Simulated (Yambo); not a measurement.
LiO₂H₃ (space group P-1, No. 2, within 0.06 Å of C2/m): a test of whether the lowest BSE state is resolved, against the k mesh (Yambo, LDA bands; otherwise 11 valence and 6 conduction bands, static screening with 50 bands and a 3 Ry block, scissor 3.17 eV, Tamm-Dancoff).

```csv
k mesh,direct gap (eV),lowest state (eV),difference (eV),k points taking part,rough cost
4×2×2,8.16,6.68,1.48,1.3,about 1/40
6×4×4,8.16,7.01,1.15,7.2,about 1/3
8×4×4,8.16,7.02,1.15,11,1
```

The last step moves the difference by 0.01 eV. On the densest mesh the state covers enough k points to be a bound exciton; its binding is converged only as far as that last step shows.

These are vertical excitations (zero momentum); the indirect quasiparticle gap, about 7.95 eV, is smaller than the direct one (8.16 eV on the GW mesh). The scissor comes from a G0W0 run whose convergence isn't established; costs are rough.

Geometry of the Materials Project entry, not relaxed at this level; primitive cell a = 3.128 Å, b = 5.501 Å, c = 5.509 Å, α = 96.15°, β = 103.63°, γ = 103.24°.

The structure is a Materials Project entry; no match was found in the copy of COD used, and its stability was not checked.

The distance between layers or molecules is the database entry's, not relaxed here. Functionals without dispersion can leave it too large, which widens gaps and weakens the response across layers: the numbers belong to this cell.
